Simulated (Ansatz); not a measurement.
Consider the following.

Mn3IrN:
```
CELL_PARAMETERS angstrom
      3.93041     0.00000     0.00000
      0.00000     3.93041     0.00000
      0.00000     0.00000     3.93041
ATOMIC_POSITIONS crystal
  Ir 0.00000 0.00000 0.00000
  Mn 0.00000 0.50000 0.50000
  Mn 0.50000 0.00000 0.50000
  Mn 0.50000 0.50000 0.00000
  N  0.50000 0.50000 0.50000
```
The run is spin-polarised; directions of the spins, atom by atom: 0 ↑ ↑ ↑ 0.

This is the r²SCAN-relaxed structure.

Task: All from the program Ansatz at the r²SCAN level (PAW), unless another level is named. Give the electronic character.

Result: metallic (no gap).

Task: Give the formation energy from the elements (no fitted shifts).

Result: -0.36 eV/atom.

Task: Predict the density of states at the Fermi level.

Result: 0.67 states/eV per atom (mean over ±0.08 eV).

Space group Pm-3m (anti-perovskite). The workflow started from an entry of the Crystallography Open Database (COD). Whether it is the stable phase at ambient conditions was not checked. The cell was relaxed with r²SCAN under the symmetry of its start; its stability against distortions is not shown here. Spin order of the final state: ferromagnetic, the only order run, not a proven ground state. The program gave a warning on the electronic state, which may not be the lowest. No Hubbard U is applied. The references are the lowest solids computed at this level, not always the standard phases (solids in place of the gases). The manganese reference at this level is a Cmcm phase, not α-Mn. Scalar-relativistic: spin–orbit coupling is off unless named, which matters more the heavier the elements.

Potentials: the later of the program's two PAW sets.
